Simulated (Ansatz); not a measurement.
Input:

Nb:
```
CELL_PARAMETERS angstrom
     -1.63503     1.63503     1.63503
      1.63503    -1.63503     1.63503
      1.63503     1.63503    -1.63503
ATOMIC_POSITIONS crystal
  Nb 0.00000 0.00000 0.00000
```

This is the PBEsol-relaxed structure.

Task: All from plane-wave PAW PBEsol (Ansatz code), unless another level is named. Give the Young's modulus.

Result: 80.4 GPa.

Task: And the elastic constants (relaxed ions, GPa)?

Result: C11 = 265, C12 = 142, C44 = 15.7.

Space group Im-3m (bcc (W type)). The cell was relaxed with PBEsol under the symmetry of its start. No spin polarisation was allowed. As this level gives no gap, shear constants depend on the k-mesh and smearing (Fermi–Dirac, 0.1 eV here). On the denser mesh and wider smearing of the elastic run this cell carries a stress of 0.5 GPa.

Potentials: the later of the program's two PAW sets.
